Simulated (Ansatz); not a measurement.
**HgPd: stiffness from a series of strains**

```xyz
2
Lattice="3.0300 0.0000 0.0000 0.0000 3.0300 0.0000 0.0000 0.0000 3.6920" Properties=species:S:1:pos:R:3 pbc="T T T"
Hg    0.0000    0.0000    0.0000
Pd    1.5150    1.5150    1.8460
```

Atom numbers follow the list: Hg1, Pd2.

The cell is COD entry 1537801, as deposited and not checked against the literature; nothing was relaxed.

Spin polarisation is left out, and whether a magnetic state lies lower isn't shown here.

No spin–orbit coupling, which matters for the heavy atoms here.

Method: DFT, PBEsol, all-electron LAPW, scalar-relativistic (Ansatz 0.2.0).

Sampling and basis: a Γ-centred 11×11×9 k mesh, Fermi–Dirac smearing of 0.05 eV, basis error target 0.5 meV/atom, no spin polarisation.

The strain is applied along the Cartesian axes of the cell as listed (the other components stay zero). Fractional coordinates are held (clamped ions).

σ is the change of stress from the unstrained cell, which is at 0.03 GPa; tension is positive, so slopes are stress–strain coefficients at that pressure. In a metal the k mesh adds noise.

Only quantities that a quadratic follows smoothly over the whole series are listed; rougher ones are left out.

```tsv
εzz	σzz (GPa)	σxx (GPa)
-0.0200	-3.55	-2.95
-0.0100	-1.73	-1.41
0.0000	0.00	0.00
0.0200	3.30	2.46
```

Question: Fit the series and read off the stiffness at zero strain.

Answer: Least-squares fits y = p0 + p1 x + p2 x² to the rows give σzz (GPa): p1 = 171, p2 = -320; σxx (GPa): p1 = 135, p2 = -620. So C33 = 171 GPa and C13 = 135 GPa, for these axes.

Question: One run, at εzz = 0.0100, is withheld. Predict its row.

Answer: The fits give 1.68, 1.29; the run gave 1.67, 1.29.
